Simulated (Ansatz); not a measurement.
This run works on a generated trial structure, not on a known crystal.

Input and command of a plane-wave DFT calculation in Ansatz:

```yaml
crystal:
  lattice:
    - [4.8138575669, -4.2344538877, 0.0147891578]
    - [4.8138575669, 4.2344538877, 0.0147891578]
    - [-4.0311076691, 0.0, 4.9043568758]
  atoms:
    - { symbol: Sn, position: [0.5, 0.0, 0.0] }
    - { symbol: Sn, position: [0.0, 0.5, 0.0] }
    - { symbol: Sn, position: [0.5, 0.5, 0.0] }
    - { symbol: Te, position: [0.5, 0.5, 0.5] }
    - { symbol: "N", position: [0.8930704905, 0.0262545828, 0.7129822597] }
    - { symbol: "N", position: [0.9737454172, 0.1069295095, 0.2870177403] }
    - { symbol: "N", position: [0.1069295095, 0.9737454172, 0.2870177403] }
    - { symbol: "N", position: [0.0262545828, 0.8930704905, 0.7129822597] }
basis:
  ecutwfc: 420
kpoints:
  mp_grid: { grid: [6, 6, 6] }
hamiltonian:
  xc: pbe
scf:
  occupations: { method: gaussian, width: 0.1 }
output:
  forces: true
  stress: true
  eigenvalues: true
relax:
  adjacent_minimum: "off"
  f_tol: 0.001
  max_steps: 60
  cell: { stress_tol: 0.01 }
```

```bash
ansatz run input.yaml --threads 3 --pin off --max-ram 7680MiB --backend cpu --events-out ev --progress --plain --runs-dir out
```

Processor: Arm Neoverse V1, 3 threads, on a host shared with other jobs.

How long does it run, and how much memory does it take?

About 2.2 min, peak memory 0.86 GiB. It solves 47 bands at 68 k points (after reduction by symmetry) with about 3927 plane waves (on the last cell), in 67 SCF iterations over 10 ionic steps.
